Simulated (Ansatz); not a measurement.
ZnO:
```cif
data_O2Zn2
_chemical_formula_sum 'Zn2 O2'
_space_group_name_H-M_alt 'P 1'
_space_group_IT_number 1
_cell_length_a 3.18716
_cell_length_b 3.18716
_cell_length_c 5.15318
_cell_angle_alpha 90.000
_cell_angle_beta 90.000
_cell_angle_gamma 120.000
loop_
_space_group_symop_operation_xyz
  'x, y, z'
loop_
_atom_site_label
_atom_site_type_symbol
_atom_site_fract_x
_atom_site_fract_y
_atom_site_fract_z
_atom_site_occupancy
Zn1 Zn 0.66667 0.33333 0.50097 1
Zn2 Zn 0.33333 0.66667 0.00097 1
O1 O 0.66667 0.33333 0.87934 1
O2 O 0.33333 0.66667 0.37934 1
```

This is the LDA-relaxed structure.

### Question
All from plane-wave PAW LDA (Ansatz code), unless another level is named. Estimate the electronic dielectric constant ε∞ (DFPT).

### Answer
5.07 (xx = yy), 5.12 (zz).

### Question
And the Born charges (a third of the trace)?

### Answer
Zn +2.10, O -2.10 e.

### Question
And the static dielectric constant ε0 (ions relaxed, cell fixed)?

### Answer
9.44 (xx = yy), 10.2 (zz).

### Question
Give the largest static χ(2) component.

### Answer
100 pm/V.

Space group P6_3mc (wurtzite). Symmetry was held in the LDA relaxation.

Potentials: the earlier of the program's two PAW sets. The files were generated under PBE; for other functionals the program regenerates the frozen cores, and for LDA and PBEsol the local potential too.
